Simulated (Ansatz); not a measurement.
Method: DFT PBE, scalar-relativistic, plane waves, PAW in Ansatz. All cells share a 420 eV cutoff and Γ-centred k meshes spaced at most about 0.3 Å⁻¹ (about 0.25 or finer for metals, 2π included). No spin polarisation in the final relaxations.

Each of these unrelaxed guesses is relaxed in cell and atoms within its symmetry. A guess keeps its type if space group and coordination stay and the shape of the cell changes little (axis ratios within about 15 %, angles within 6°); the volume may change.

1. Mg3Cd2Se5

Space group I4/mmm (No. 139). a = 4.081 Å, b = 4.081 Å, c = 28.856 Å, α = 90.00°, β = 90.00°, γ = 90.00°
```tsv
atom	site	symmetry	x	y	z
Mg	4e	4mm	0.5000	0.5000	0.1000
Mg	2a	4/mmm	0.0000	0.0000	0.0000
Cd	4e	4mm	0.0000	0.0000	0.2000
Se	4e	4mm	0.5000	0.5000	0.2000
Se	4e	4mm	0.5000	0.5000	0.4000
Se	2b	4/mmm	0.5000	0.5000	0.0000
```

2. Mg2Te3O

Space group P4mm (No. 99). a = 3.913 Å, b = 3.913 Å, c = 9.538 Å, α = 90.00°, β = 90.00°, γ = 90.00°
| atom | site | symmetry | x | y | z |
| --- | --- | --- | --- | --- | --- |
| Mg | 1a | 4mm | 0.0000 | 0.0000 | 0.0095 |
| Mg | 1b | 4mm | 0.5000 | 0.5000 | 0.4938 |
| Te | 1a | 4mm | 0.0000 | 0.0000 | 0.6709 |
| Te | 1a | 4mm | 0.0000 | 0.0000 | 0.3258 |
| Te | 1b | 4mm | 0.5000 | 0.5000 | 0.8342 |
| O | 1b | 4mm | 0.5000 | 0.5000 | 0.1658 |

3. SiP5

Space group F-43m (No. 216). a = 7.742 Å, b = 7.742 Å, c = 7.742 Å, α = 90.00°, β = 90.00°, γ = 90.00°
| atom | site | symmetry | x | y | z |
| --- | --- | --- | --- | --- | --- |
| Si | 4a | -43m | 0.0000 | 0.0000 | 0.0000 |
| P | 16e | .3m | 0.3752 | 0.1248 | 0.1248 |
| P | 4d | -43m | 0.2500 | 0.2500 | 0.7500 |

Task: Which keep their type?

Result: Guesses 1 and 3 keep their type.

| guess | kept | start group | end group | V start (Å³/atom) | V end | b/a and c/a, end over start | nearest neighbours start | nearest neighbours end |
| --- | --- | --- | --- | --- | --- | --- | --- | --- |
| 1 | yes | I4/mmm | I4/mmm | 24.0 | 22.1 | 1.00, 1.00 | Cd 6, Mg 6, Se 6 | Cd 6, Mg 6, Se 6 |
| 2 | no | P4mm | P4mm | 24.3 | 24.6 | 1.00, 2.06 | Mg 10, O 10, Te 10 | Mg 4/12, O 4, Te 4/8/9 |
| 3 | yes | F-43m | F-43m | 19.3 | 15.5 | 1.00, 1.00 | P 6/16, Si 16 | P 6/16, Si 16 |

Neighbours count within 15 % of an atom's shortest distance; end groups are read at 0.02 Å (0.05 Å in metals).

No dispersion correction is applied, so the spacing and binding between layers, chains or molecules are poorly described (Mg2Te3O P4mm). Spin–orbit coupling, which can matter for Te, is left out. In SiP5 F-43m an odd number of electrons in the primitive cell allows no gap without spin; a larger cell or a magnetic state could open one. A magnetic state wasn't ruled out in cells without spin, among them SiP5 F-43m. Cells relaxed within their symmetry can be saddle points.

In counts of neighbours, a slash parts the counts of unlike sites.
